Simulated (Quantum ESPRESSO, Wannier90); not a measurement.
## Wannierisation of SnS2 (CdI2 type)

Structure: Materials Project mp-1170, symmetrised, not relaxed again. COD (Crystallography Open Database) has an entry of this formula and space group (matched by these alone). Level: LDA, no spin polarisation, no spin-orbit coupling; pw.x of Quantum ESPRESSO at 58 Ry with PseudoDojo potentials, 12×12×6 k-points, Wannier90. Density: 12×12×6 mesh, cold smearing 0.01 Ry. The cell is built of weakly bound layers, chains or molecules, whose nearest atoms lie 3.93 Å apart. Database cells relaxed without dispersion often hold them too far apart, which can enlarge gaps and weakens couplings between them; spacing and stacking were not compared with the measured crystal. Spin-orbit coupling is left out although heavy elements are present.

On the energy scale of pw.x, whose zero is arbitrary, the valence-band maximum lies at 5.38 eV.

Input w.win:

```
num_bands = 16
num_wann = 12
exclude_bands = 1-5,22-26
num_iter = 1000
conv_tol = 1.0e-6
conv_window = 4
dis_num_iter = 1000
dis_conv_tol = 1.0e-6
dis_froz_max = 8.26
write_hr = true
write_u_matrices = true
begin projections
f=-0.01442,-0.01247,-0.00075: s;p
f=0.32397,-0.34592,0.23020: s;p
f=-0.33381,0.34345,-0.22945: s;p
end projections
begin unit_cell_cart
ang
    3.6743100860    0.0000000000    0.0000000000
   -1.8371550430    3.1820458759    0.0000000000
    0.0000000000    0.0000000000    6.2288300000
end unit_cell_cart
begin atoms_frac
Sn   0.0000000000  0.0000000000  0.0000000000
S    0.3333333333 -0.3333333333  0.2346500000
S   -0.3333333333  0.3333333333 -0.2346500000
end atoms_frac
mp_grid = 12 12 6
begin kpoints
0.0000000000 0.0000000000 0.0000000000
0.0000000000 0.0000000000 0.1666666667
0.0000000000 0.0000000000 0.3333333333
... (861 more lines: the 12x12x6 mesh through Gamma)
end kpoints
```

Input of pw2wannier90.x that gives the overlap and projection files (equivalent; here they were cut from one run over all bands):

```
&inputpp
  outdir = './out'
  prefix = 'pwscf'
  seedname = 'w'
  write_amn = .true.
  write_mmn = .true.
/
```

Output w.wout (banner and timings cut):

```
                                    ------
                                    SYSTEM
                                    ------

                              Lattice Vectors (Ang)
                    a_1     3.674310   0.000000   0.000000
                    a_2    -1.837155   3.182046   0.000000
                    a_3     0.000000   0.000000   6.228830

                   Unit Cell Volume:      72.82638  (Ang^3)

                        Reciprocal-Space Vectors (Ang^-1)
                    b_1     1.710031   0.987287  -0.000000
                    b_2     0.000000   1.974574   0.000000
                    b_3     0.000000  -0.000000   1.008726

 *----------------------------------------------------------------------------*
 |   Site       Fractional Coordinate          Cartesian Coordinate (Ang)     |
 +----------------------------------------------------------------------------+
 | sn   1   0.00000   0.00000   0.00000   |    0.00000   0.00000   0.00000    |
 | s    1   0.33333  -0.33333   0.23465   |    1.83716  -1.06068   1.46159    |
 | s    2  -0.33333   0.33333  -0.23465   |   -1.83716   1.06068  -1.46159    |
 *----------------------------------------------------------------------------*
                                ------------
                                K-POINT GRID
                                ------------

             Grid size = 12 x 12 x  6      Total points =  864

 *---------------------------------- MAIN ------------------------------------*
 |  Number of Wannier Functions               :                12             |
 |  Number of Objective Wannier Functions     :                12             |
 |  Number of input Bloch states              :                16             |
 |  Output verbosity (1=low, 5=high)          :                 1             |
 |  Timing Level (1=low, 5=high)              :                 1             |
 |  Optimisation (0=memory, 3=speed)          :                 3             |
 |  Length Unit                               :               Ang             |
 |  Post-processing setup (write *.nnkp)      :                 F             |
 |  Using Gamma-only branch of algorithms     :                 F             |
 *----------------------------------------------------------------------------*
 *------------------------------- WANNIERISE ---------------------------------*
 |  Total number of iterations                :              1000             |
 |  Number of CG steps before reset           :                 5             |
 |  Trial step length for line search         :             2.000             |
 |  Convergence tolerence                     :         0.100E-05             |
 |  Convergence window                        :                 4             |
 |  Iterations between writing output         :                 1             |
 |  Iterations between backing up to disk     :               100             |
 |  Write r^2_nm to file                      :                 F             |
 |  Write xyz WF centres to file              :                 F             |
 |  Write on-site energies <0n|H|0n> to file  :                 F             |
 |  Use guiding centre to control phases      :                 F             |
 |  Use phases for initial projections        :                 F             |
 *----------------------------------------------------------------------------*
 *------------------------------- DISENTANGLE --------------------------------*
 |  Using band disentanglement                :                 T             |
 |  Total number of iterations                :              1000             |
 |  Mixing ratio                              :             0.500             |
 |  Convergence tolerence                     :         1.000E-06             |
 |  Convergence window                        :                 3             |
 *----------------------------------------------------------------------------*
 *-------------------------------- PLOTTING ----------------------------------*
 |  Plotting Hamiltonian in WF basis          :                 T             |
 *----------------------------------------------------------------------------*

 *---------------------------------- K-MESH ----------------------------------*
 +----------------------------------------------------------------------------+
 |                    Distance to Nearest-Neighbour Shells                    |
 |                    ------------------------------------                    |
 |          Shell             Distance (Ang^-1)          Multiplicity         |
 |          -----             -----------------          ------------         |
 |             1                   0.164548                      6            |
 |             2                   0.168121                      2            |
 |             3                   0.235246                     12            |
 |             4                   0.285005                      6            |
 |             5                   0.329096                      6            |
 |             6                   0.330897                     12            |
 |             7                   0.336242                      2            |
 |             8                   0.369552                     12            |
       ... (lines left out)
 +----------------------------------------------------------------------------+
 | The b-vectors are chosen automatically                                     |
 | The following shells are used:                       1,  2                 |
 +----------------------------------------------------------------------------+
 |                        Shell   # Nearest-Neighbours                        |
 |                        -----   --------------------                        |
 |                          1               6                                 |
 |                          2               2                                 |
 +----------------------------------------------------------------------------+
 | Completeness relation is fully satisfied [Eq. (B1), PRB 56, 12847 (1997)]  |
 +----------------------------------------------------------------------------+
 |                  b_k Vectors (Ang^-1) and Weights (Ang^2)                  |
 |                  ----------------------------------------                  |
 |            No.         b_k(x)      b_k(y)      b_k(z)        w_b           |
 |            ---        --------------------------------     --------        |
 |             1         0.000000    0.164548    0.000000    12.311030        |
 |             2         0.142503    0.082274    0.000000    12.311030        |
 |             3         0.000000   -0.164548    0.000000    12.311030        |
 |             4         0.142503   -0.082274    0.000000    12.311030        |
 |             5        -0.142503   -0.082274    0.000000    12.311030        |
 |             6        -0.142503    0.082274    0.000000    12.311030        |
 |             7         0.000000    0.000000    0.168121    17.689914        |
 |             8         0.000000    0.000000   -0.168121    17.689914        |
 +----------------------------------------------------------------------------+
 |                           b_k Directions (Ang^-1)                          |
 |                           -----------------------                          |
 |            No.           x           y           z                         |
 |            ---        --------------------------------                     |
 |             1         0.000000    0.164548    0.000000                     |
 |             2         0.142503    0.082274    0.000000                     |
 |             3         0.142503   -0.082274    0.000000                     |
 |             4         0.000000    0.000000    0.168121                     |
 +----------------------------------------------------------------------------+

 Starting a new Wannier90 calculation ...

 Reading overlaps from w.mmn

 Reading projections from w.amn

 *------------------------------- DISENTANGLE --------------------------------*
 +----------------------------------------------------------------------------+
 |                              Energy  Windows                               |
 |                              ---------------                               |
 |                   Outer:   -8.16093  to   18.61063  (eV)                   |
 |                   Inner:   -8.16093  to    8.26000  (eV)                   |
 +----------------------------------------------------------------------------+
   Number of target bands to extract:   12

                   Unitarised projection of Wannier functions
                   ------------------------------------------
   A_mn = <psi_m|g_n> --> S = A.A^+ --> U = S^-1/2.A
   In dis_project... done
   Using an inner window (linner = T)
   In dis_proj_froz... done

                   Extraction of optimally-connected subspace
                   ------------------------------------------
 +---------------------------------------------------------------------+<-- DIS
 |  Iter     Omega_I(i-1)      Omega_I(i)      Delta (frac.)           |<-- DIS
 +---------------------------------------------------------------------+<-- DIS
       1      21.31259990      19.35081047       1.014E-01    <-- DIS
       2      20.13160871      18.82305776       6.952E-02    <-- DIS
       3      19.40085870      18.46329019       5.078E-02    <-- DIS
       4      18.87517058      18.20583324       3.676E-02    <-- DIS
       5      18.49693014      18.01643399       2.667E-02    <-- DIS
       6      18.22259390      17.87414901       1.949E-02    <-- DIS
       ... (lines left out)
     101      17.30743262      17.30739978       1.898E-06    <-- DIS
       ... (lines left out)
     117      17.30736329      17.30734649       9.704E-07    <-- DIS
     118      17.30736035      17.30734424       9.312E-07    <-- DIS
     119      17.30735754      17.30734207       8.937E-07    <-- DIS

             <<<      Delta < 1.000E-06  over  3 iterations     >>>
             <<< Disentanglement convergence criteria satisfied >>>

        Final Omega_I    17.30734207 (Ang^2)

 +----------------------------------------------------------------------------+

 Writing checkpoint file w.chk... done

 *------------------------------- WANNIERISE ---------------------------------*
 +--------------------------------------------------------------------+<-- CONV
 | Iter  Delta Spread     RMS Gradient      Spread (Ang^2)            |<-- CONV
 +--------------------------------------------------------------------+<-- CONV

 ------------------------------------------------------------------------------
 Initial State
  WF centre and spread    1  ( -0.025118, -0.036763, -0.004747 )     2.19112279
  WF centre and spread    2  (  0.002015,  0.000552,  0.003831 )     3.37828952
  WF centre and spread    3  (  0.027424, -0.001418, -0.002366 )     3.57593399
  WF centre and spread    4  (  0.000857,  0.035526,  0.001719 )     3.64675051
  WF centre and spread    5  (  1.827113, -1.096836,  1.424958 )     1.02267158
  WF centre and spread    6  (  1.836407, -1.063473,  1.505336 )     1.68328873
  WF centre and spread    7  (  1.846012, -1.128949,  1.498495 )     1.63943430
  WF centre and spread    8  (  1.836658, -0.963119,  1.496201 )     1.61753435
  WF centre and spread    9  ( -1.855475,  1.090408, -1.420570 )     1.02404784
  WF centre and spread   10  ( -1.838464,  1.061815, -1.509069 )     1.68073825
  WF centre and spread   11  ( -1.821216,  1.128548, -1.497312 )     1.63080563
  WF centre and spread   12  ( -1.838131,  0.968877, -1.497032 )     1.62399465
  Sum of centres and spreads ( -0.001917, -0.004832, -0.000557 )    24.71461213

      0     0.247E+02     0.0000000000       24.7146121539  <-- CONV
        O_D=      0.0232598 O_OD=      7.3840103 O_TOT=     24.7146122 <-- SPRD
 ------------------------------------------------------------------------------
      1    -0.126E+00     0.1606363746       24.5884042151  <-- CONV
        O_D=      0.0248699 O_OD=      7.2561922 O_TOT=     24.5884042 <-- SPRD
      2    -0.179E+00     0.2612839906       24.4092438590  <-- CONV
        O_D=      0.0270166 O_OD=      7.0748852 O_TOT=     24.4092439 <-- SPRD
      3    -0.145E+00     0.2633492677       24.2645380581  <-- CONV
        O_D=      0.0280494 O_OD=      6.9291465 O_TOT=     24.2645381 <-- SPRD
      4    -0.975E-01     0.2176578959       24.1669942681  <-- CONV
        O_D=      0.0277183 O_OD=      6.8319339 O_TOT=     24.1669943 <-- SPRD
      5    -0.507E-01     0.1723906839       24.1163196442  <-- CONV
        O_D=      0.0273512 O_OD=      6.7816264 O_TOT=     24.1163196 <-- SPRD
       ... (lines left out)
    100    -0.866E-02     0.0596594221       21.2966527900  <-- CONV
        O_D=      0.0227933 O_OD=      3.9665175 O_TOT=     21.2966528 <-- SPRD
       ... (lines left out)
    200    -0.344E-02     0.0389980894       20.7221575613  <-- CONV
        O_D=      0.0240437 O_OD=      3.3907718 O_TOT=     20.7221576 <-- SPRD
       ... (lines left out)
    300    -0.107E-02     0.0222534089       20.5157669308  <-- CONV
        O_D=      0.0273234 O_OD=      3.1811015 O_TOT=     20.5157669 <-- SPRD
       ... (lines left out)
    400    -0.357E-03     0.0122116993       20.4434156904  <-- CONV
        O_D=      0.0283074 O_OD=      3.1077662 O_TOT=     20.4434157 <-- SPRD
       ... (lines left out)
    500    -0.823E-04     0.0059249925       20.4248629982  <-- CONV
        O_D=      0.0285583 O_OD=      3.0889626 O_TOT=     20.4248630 <-- SPRD
       ... (lines left out)
    600    -0.151E-04     0.0026276450       20.4207804223  <-- CONV
        O_D=      0.0286174 O_OD=      3.0848210 O_TOT=     20.4207804 <-- SPRD
       ... (lines left out)
    700    -0.315E-05     0.0011703576       20.4198742002  <-- CONV
        O_D=      0.0286245 O_OD=      3.0839076 O_TOT=     20.4198742 <-- SPRD
       ... (lines left out)
    778    -0.870E-09     0.0004495499       20.4196897182  <-- CONV
        O_D=      0.0286272 O_OD=      3.0837205 O_TOT=     20.4196897 <-- SPRD
    779    -0.642E-06     0.0004493646       20.4196890758  <-- CONV
        O_D=      0.0286273 O_OD=      3.0837197 O_TOT=     20.4196891 <-- SPRD
    780    -0.847E-06     0.0005772042       20.4196882293  <-- CONV
        O_D=      0.0286275 O_OD=      3.0837187 O_TOT=     20.4196882 <-- SPRD
             <<<     Delta < 1.000E-06  over  4 iterations     >>>
             <<< Wannierisation convergence criteria satisfied >>>
 Final State
  WF centre and spread    1  ( -0.395702, -0.425173, -0.211053 )     2.54504289
  WF centre and spread    2  ( -0.006178, -0.010937,  0.602391 )     2.43484972
  WF centre and spread    3  (  0.571356, -0.127320, -0.197602 )     2.54674692
  WF centre and spread    4  ( -0.170455,  0.558880, -0.192455 )     2.55126164
  WF centre and spread    5  (  1.834324, -1.063458,  0.991949 )     1.38790583
  WF centre and spread    6  (  1.388016, -1.320082,  1.659609 )     1.26249491
  WF centre and spread    7  (  2.288601, -1.319487,  1.654591 )     1.26225537
  WF centre and spread    8  (  1.837668, -0.539793,  1.653100 )     1.26271624
  WF centre and spread    9  ( -1.839977,  1.061250, -0.991575 )     1.38069948
  WF centre and spread   10  ( -2.286302,  1.320806, -1.658442 )     1.26227980
  WF centre and spread   11  ( -1.385800,  1.320289, -1.653469 )     1.26204873
  WF centre and spread   12  ( -1.836581,  0.540594, -1.654965 )     1.26138668
  Sum of centres and spreads ( -0.001030, -0.004433,  0.002079 )    20.41968821

         Spreads (Ang^2)       Omega I      =    17.307342074
        ================       Omega D      =     0.028627485
                               Omega OD     =     3.083718670
    Final Spread (Ang^2)       Omega Total  =    20.419688229
```
